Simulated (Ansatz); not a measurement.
CoPdN2:
```yaml
crystal:
  lattice:
    - [1.39631, 0.80616, 6.02380]
    - [-1.39631, 0.80616, 6.02380]
    - [0.00000, -1.61232, 6.02380]
  atoms:
    - { symbol: Co, position: [0.50000, 0.50000, 0.50000] }
    - { symbol: Pd, position: [0.00000, 0.00000, 0.00000] }
    - { symbol: N, position: [0.89088, 0.89088, 0.89088] }
    - { symbol: N, position: [0.10912, 0.10912, 0.10912] }
```

Relaxed with PBE. Special points in fractions of this cell's reciprocal vectors: Γ (0.000, 0.000, 0.000); T (0.500, 0.500, 0.500); H2 (0.821, 0.179, 0.500); H0 (0.500, -0.179, 0.179); L (0.500, 0.000, 0.000); S0 (0.339, -0.339, 0.000); S2 (0.661, 0.000, 0.339); F (0.500, 0.000, 0.500).

List the band energies nearest the Fermi level at these points for DFT-PBE in the program Ansatz with PAW potentials.

In eV from the Fermi level; about four levels below and three above (degenerate sets whole), none deeper than 8.9 eV; points with the same levels are listed once.

```json
[
 {"k": "Γ", "below": "-1.65 -1.47 -1.47 -1.10", "above": "0.08 0.08 3.70 3.70"},
 {"k": "T", "below": "-2.31 -2.31 -1.57 -1.57 -0.18", "above": "0.98 0.98 3.27 3.27"},
 {"k": "H2", "below": "-1.35 -1.02 -0.72 -0.17", "above": "1.36 2.57 3.09"},
 {"k": "L", "below": "-0.94 -0.37 -0.34 -0.34", "above": "1.88 2.71 3.04"},
 {"k": "S0", "below": "-1.31 -1.03 -0.76 -0.11", "above": "1.33 2.62 3.03"},
 {"k": "F", "below": "-1.61 -0.94 -0.37 -0.31", "above": "1.08 3.55 3.62"}
]
```

Space group R-3m. The start of the workflow was typed in or built on a structure type; neither database checked (COD, Materials Project) lists it. Its standing as an ambient phase is unchecked. The cell was relaxed with PBE under the symmetry of its start; whether a distortion lowers the energy is not shown. The workflow began spin-polarised and lost its moments. Its formation energy is positive at this level, so the cell may be metastable or incomplete. Scalar-relativistic: spin–orbit coupling is off unless named, which matters more the heavier the elements.

Potentials: the later of the program's two PAW sets.
